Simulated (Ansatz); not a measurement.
LiCa2NiN2 in space group Pmmm (No. 47; Pearson symbol oP6), PBE (plane waves, PAW; program Ansatz), all energies at zero smearing, with the estimated change up to a 700 eV cutoff added, with one set of potentials and settings (totals compare only within such a set). Cell of 6 atoms (1 Li, 2 Ca, 1 Ni, 2 N): -10450.174 eV.

```
element                             reference phase  E (eV/atom)
-------  ------------------------------------------  -----------
Li                       Fm-3m, 1 atoms in the cell    -204.6902
Ca                       Fm-3m, 1 atoms in the cell   -1816.8597
Ni       Fm-3m, 1 atoms in the cell, spin-polarised   -5839.7239
N                         Pa-3, 8 atoms in the cell    -384.0325
```

Formation energy per atom, worked out: (-10450.174 − 1×(-204.6902) − 2×(-1816.8597) − 1×(-5839.7239) − 2×(-384.0325))/6 = -0.663 eV/atom (-64 kJ per mol of atoms), at 0 K, without zero-point energy or fitted corrections.

The workflow started from a Materials Project entry (that database holds measured and hypothetical structures alike); the Crystallography Open Database copy checked does not list it. Whether it is the stable phase at ambient conditions was not checked. Symmetry was held in the PBE relaxation; of distortions, only those at the zone centre were tested. No spin polarisation was allowed. The references are the lowest solids computed at this level, not always the standard phases (solids in place of the gases).

Potentials: the later of the program's two PAW sets.
